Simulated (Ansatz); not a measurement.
Relaxed-ion elastic tensor of Ag (hcp (Mg type), P6_3/mmc) in GPa (Voigt order), PBEsol (plane waves, PAW; program Ansatz); density 10.73 g/cm³, 16.69 Å³ per atom.

```json
[
 {"": "1", "1": "166", "2": "103", "3": "81.9", "4": "0.0", "5": "0.0", "6": "0.0"},
 {"": "2", "1": "103", "2": "166", "3": "81.9", "4": "0.0", "5": "0.0", "6": "0.0"},
 {"": "3", "1": "81.9", "2": "81.9", "3": "196", "4": "0.0", "5": "0.0", "6": "0.0"},
 {"": "4", "1": "0.0", "2": "0.0", "3": "0.0", "4": "31.8", "5": "0.0", "6": "0.0"},
 {"": "5", "1": "0.0", "2": "0.0", "3": "0.0", "4": "0.0", "5": "31.8", "6": "0.0"},
 {"": "6", "1": "0.0", "2": "0.0", "3": "0.0", "4": "0.0", "5": "0.0", "6": "31.2"}
]
```

Task: Is the crystal mechanically stable?

Result: Yes: the smallest eigenvalue of C is 31.2 GPa.

Task: Work out the Voigt, Reuss and Hill averages.

Result: K_V = 118, K_R = 118, K_H = 118; G_V = 36.3, G_R = 34.5, G_H = 35.4 GPa.

Task: Give Young's modulus, Poisson's ratio, Pugh's ratio and the universal anisotropy index.

Result: E = 9KG/(3K + G) = 96.5 GPa; ν = 0.36; K/G = 3.33 (ductile by the Pugh limit of 1.75); A_U = 5G_V/G_R + K_V/K_R − 6 = 0.27.

Task: Estimate the sound speeds and the Debye temperature.

Result: v_l = √((K + 4G/3)/ρ) = 3920 m/s, v_t = √(G/ρ) = 1820 m/s, mean 2050 m/s; Θ = (h/k)(3n/4πV)^(1/3) v_m = 238 K.

Task: How much does each axis shrink under pressure?

Result: Linear compressibilities β_i = Σ_j S_ij (j = 1 to 3): x 2.9, y 2.9, z 2.7 per TPa.

The first step of the workflow began from a Materials Project structure, measured or hypothetical; the Crystallography Open Database files this formula in space group No. 194, but the cells were not matched. It is not the phase usual at ambient conditions (space group No. 225). Symmetry was held in the PBEsol relaxation; whether a distortion lowers the energy is not shown. The run is not spin-polarised. As this level gives no gap, shear constants depend on the k-mesh and smearing (Fermi–Dirac, 0.1 eV here). On the denser mesh and wider smearing of the elastic run this cell carries a stress of 0.5 GPa.

Potentials: the earlier of the program's two PAW sets. The files were generated under PBE; for other functionals the program regenerates the frozen cores, and for LDA and PBEsol the local potential too.
